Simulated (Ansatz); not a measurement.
# Is this TiH₄ structure a true minimum?

It was reached by relaxing an invented guess, and it needn't be the stable form of this composition.

All numbers below come from DFT PBE, scalar-relativistic, plane waves, PAW (Ansatz). Plane waves to 420 eV, a k mesh through Γ of 12×12×10 on the computed 5-atom cell and Gaussian smearing (0.10 eV); no spin polarisation.

The cell below (5 atoms, space group P6/mmm (No. 191)) is relaxed within its symmetry.

```xyz
5
Lattice="2.9208 0.0000 0.0000 -1.4604 2.5295 0.0000 0.0000 0.0000 4.1717" Properties=species:S:1:pos:R:3 pbc="T T T"
Ti    0.0000    0.0000    0.0000
H     0.0000    1.6863    1.0199
H     0.0000    1.6863    3.1518
H     1.4604    0.8432    1.0199
H     1.4604    0.8432    3.1518
```

For the test a repeat of it with 10 atoms (edges 2.92, 2.92, 8.34 Å) was strained at random (σ = 1.5 % a component), the atoms were moved at random (σ = 0.15 Å), and all was relaxed again on a coarse 12×12×4 mesh (in the run’s order of axes) with 0.20 eV smearing, with no symmetry imposed.

Task: Is the structure stable against such a distortion?

Result: It returns, within 1 meV/atom of the unmoved cell on that mesh and with the same symmetry when read at 0.1 Å (P-1 at 0.01 Å, so small strains and shifts remain). So it is stable against the distortions that fit this cell and that this random move excites. Modes that don't fit the cell aren't tested.
